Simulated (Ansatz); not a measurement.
Y (hcp, Mg type)

```
CELL_PARAMETERS angstrom
      3.65568     0.00000     0.00000
     -1.82784     3.16591     0.00000
      0.00000     0.00000     5.67880
ATOMIC_POSITIONS crystal
  Y  0.33333 0.66667 0.75000
  Y  0.66667 0.33333 0.25000
```

The slice is a (0001) plane (indices of the conventional cell) through the point (0.333, 0.667, 0.750) (fractional), spanned by u = [110] and v = [1 -1 0] in vectors of this cell: u (3.66 Å) and v (6.33 Å, at 90° to u). It covers one period; positions are fractions (u, v).

Method: PBE (plane waves to 420 eV, PAW, scalar-relativistic; Ansatz, a program for electronic structure). k mesh 15×15×8. Near the nuclei the fields are pseudised (PAW); where an atom keeps semicore shells as valence, they peak there. The PAW data are Ansatz's earlier set. Y is run without spin polarisation. Y was relaxed with its symmetry unable to fall.

Three fields on this plane, each scaled to ten steps between its own extremes (0 low, 9 high; the total valence density on a logarithmic scale, the potential cut 8 eV below its top; x marks points blanked near nuclei; v = 0 in the bottom row):

Map A
```
|xxxxxx63111136xxxxx|
|xxxxx9521111259xxxx|
|xxxxx7421111247xxxx|
|xxxx743211112347xxx|
|x986422111111224689|
|5543211111111112345|
|2211111111111111112|
|0000001112211100000|
|0000011223322110000|
|0000012455554210000|
|000013579xx97531000|
|0001359xxxxxx953100|
|000248xxxxxxxx84200|
|00136xxxxxxxxxx6310|
|00148xxxxxxxxxx8410|
|01248xxxxxxxxxx8421|
|11248xxxxxxxxxx8421|
|11237xxxxxxxxxx7321|
|112358xxxxxxxx85321|
|1112369xxxxxx963211|
|111223579xx97532211|
|1111122345543221111|
|1111111112211111111|
|2211100000000001112|
|3221100000000001122|
|5543210000000012345|
|x986421000000124689|
|xxxx741000000147xxx|
|xxxxx6310000136xxxx|
|xxxxx9420000249xxxx|
|xxxxxx52100125xxxxx|
|xxxxxx62100126xxxxx|
```

Map B
```
|xxxxxx03677630xxxxx|
|xxxxx0047887400xxxx|
|xxxxx0268998620xxxx|
|xxxx014789987410xxx|
|x000146899998641000|
|0012467899998764210|
|4455678899998876554|
|7777777777777777777|
|8888776554455677888|
|9988653200002356889|
|998752000xx00025789|
|9875300xxxxxx003578|
|886400xxxxxxxx00468|
|87520xxxxxxxxxx0257|
|77510xxxxxxxxxx0157|
|77510xxxxxxxxxx0157|
|87510xxxxxxxxxx0157|
|88630xxxxxxxxxx0368|
|987400xxxxxxxx00478|
|9986300xxxxxx003689|
|998753000xx00035789|
|9998753200002357899|
|9988776544445677889|
|7777777777777777777|
|4456677888888776654|
|0013467899998764310|
|x000146789987641000|
|xxxx014689986410xxx|
|xxxxx0257887520xxxx|
|xxxxx0046886400xxxx|
|xxxxxx03677630xxxxx|
|xxxxxx03677630xxxxx|
```

Map C
```
|xxxxxx10133101xxxxx|
|xxxxx4102442014xxxx|
|xxxxx2014774102xxxx|
|xxxx301368863103xxx|
|x642002589985200246|
|1100013689986310001|
|0000124677776421000|
|0011223333333322110|
|2222111000000111222|
|4321000011110000123|
|432000135xx53100023|
|3210015xxxxxx510012|
|220004xxxxxxxx40002|
|21002xxxxxxxxxx2001|
|21003xxxxxxxxxx3001|
|21004xxxxxxxxxx4001|
|32003xxxxxxxxxx3002|
|53102xxxxxxxxxx2013|
|752014xxxxxxxx41025|
|9841015xxxxxx510148|
|996310135xx53101369|
|9975200001100002579|
|7765310000000013567|
|3333321100001123333|
|0001112222222211100|
|1100001233332100001|
|x642000134431000246|
|xxxx300023320003xxx|
|xxxxx2001221002xxxx|
|xxxxx5000220005xxxx|
|xxxxxx10011001xxxxx|
|xxxxxx10022001xxxxx|
```

Assign the maps to these fields: electron localisation function (ELF); valence electron density; electrostatic potential energy of an electron, from the cell's mean.

A is the valence electron density; B is the electrostatic potential energy of an electron, from the cell's mean; C is the electron localisation function (ELF).
